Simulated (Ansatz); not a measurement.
CdTe:
Space group F-43m (No. 216); a = b = c = 6.4898 Å, α = β = γ = 90.00°

| atom | site | symmetry | x | y | z |
|---|---|---|---|---|---|
| Cd | 4a | -43m | 0.0000 | 0.0000 | 0.0000 |
| Te | 4c | -43m | 0.2500 | 0.2500 | 0.2500 |
(The calculation used a cell of 2 atoms; values per cell refer to that cell.)

Relaxed with PBEsol.

Question: Decompose the optical modes at the zone centre into irreducible representations, and say which are infrared and Raman allowed.

Answer: Point group -43m: Γ_opt = T2. Infrared: T2. Raman: T2.

Question: Assign frequencies (DFPT, the program Ansatz at the PBEsol level (PAW); without the LO–TO term).

Answer: T2 141 cm⁻¹.

Symmetry was held in the PBEsol relaxation. Spin–orbit coupling is left out wherever it is not named.

Potentials: the earlier of the program's two PAW sets. The files were generated under PBE; for other functionals the program regenerates the frozen cores, and for LDA and PBEsol the local potential too.
